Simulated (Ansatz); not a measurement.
## Moving the functional in NaLaMnMoO6

```
Na La Mn Mo O
1.0
     5.10934   -0.00669    0.01056
    -0.23945    5.68925    0.00703
    -0.92899   -2.82542    5.11884
Na La Mn Mo O
1 1 1 1 6
Cartesian
  1.9223 1.9516 0.3919
  -0.6075 1.8350 3.5165
  1.8742 -0.9083 2.0852
  4.0976 4.6175 1.5746
  2.6717 1.1441 5.1017
  2.9598 3.6581 2.8448
  3.1703 0.4987 1.9182
  0.4613 3.2483 1.8839
  0.7994 -0.1395 0.5996
  0.3708 -0.2245 3.2390
```

The cell comes from a database or a generator and needn't be the stable form of this composition.

Kept alike: task single point; k mesh 3 × 3 × 3; occupations fermi-dirac, width 0.05 eV; collinear spin, ferromagnetic start. Program: Ansatz, Ansatz PAW. Cutoffs run from 420 to 500 eV. The mesh is that of the run's cell of 10 atoms. No spin-orbit coupling.

| functional | pressure (GPa) | largest site moment (μB) |
| --- | --- | --- |
| B3LYP | 0.70 | 3.03 |
| HSE03 | -2.75 | 3.10 |
| HSE06 | -2.89 | 3.11 |
| PBE0 | -2.86 | 3.11 |
| r2SCAN0 | -3.90 | 3.20 |
| r2SCANh | -2.76 | 3.06 |

The k mesh is coarse, so the values aren't converged. Pressure is positive in compression, with a Pulay correction for the finite cutoff. The runs hold the magnetic state that their start led to, which needn't be the lowest. Site moments count inside each atom's sphere or projector. All rows use potentials made for PBE.

Task: What does the functional change here?

Result: The pressure runs from -3.90 (r2SCAN0) to 0.70 GPa (B3LYP). The largest site moment runs from 3.03 (B3LYP) to 3.20 μB (r2SCAN0).
